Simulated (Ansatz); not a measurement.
InP (zinc blende), conventional cell a = b = c = 5.960 Å, α = β = γ = 90.00°. The calculation uses the primitive cell of 2 atoms, to which meshes and values per cell refer.

The relaxed cell is deformed in two ways at once: its volume V is scaled, and at that volume it is stretched along z (the c axis of the conventional cell) so that c/a changes. Fractional atomic positions are held.

Method: PBE (plane waves to 420 eV, PAW, scalar-relativistic; Ansatz, a quantum-chemistry and plane-wave program). k mesh 10×10×10 (Γ-centred), Fermi-Dirac smearing 0.05 eV. Stress and pressure are positive under compression. InP was relaxed with its symmetry unable to fall.

Changes of P (GPa) from the point V/V₀ = 1.000, (c/a)/(c/a)₀ = 1.000 when one coordinate moves alone (two changes are said to add if the coupling is within 5 % of the smaller one, nearly so within 20 %):

```
point                               change
----------------------------------  ------
V/V₀ = 1.000, (c/a)/(c/a)₀ = 0.920  -0.145
V/V₀ = 1.000, (c/a)/(c/a)₀ = 0.947  -0.062
V/V₀ = 1.000, (c/a)/(c/a)₀ = 0.973  -0.015
V/V₀ = 0.960, (c/a)/(c/a)₀ = 1.000   2.672
V/V₀ = 0.973, (c/a)/(c/a)₀ = 1.000   1.713
V/V₀ = 0.987, (c/a)/(c/a)₀ = 1.000   0.823
V/V₀ = 1.013, (c/a)/(c/a)₀ = 1.000  -0.763
V/V₀ = 1.027, (c/a)/(c/a)₀ = 1.000  -1.469
V/V₀ = 1.040, (c/a)/(c/a)₀ = 1.000  -2.120
V/V₀ = 1.000, (c/a)/(c/a)₀ = 1.027  -0.014
V/V₀ = 1.000, (c/a)/(c/a)₀ = 1.053  -0.052
V/V₀ = 1.000, (c/a)/(c/a)₀ = 1.080  -0.110
```

Task: What is the change at V/V₀ = 1.040, (c/a)/(c/a)₀ = 0.920, where both move, and how far is it from the sum?

Result: The sum of the single changes is -2.120 + (-0.145) = -2.265; the calculation gives -2.228, so the coupling contributes 0.037 (over 20 % of the smaller single change, not additive).

(Under strain, the slope of the energy per volume gives the stress and its curvature an elastic modulus.)
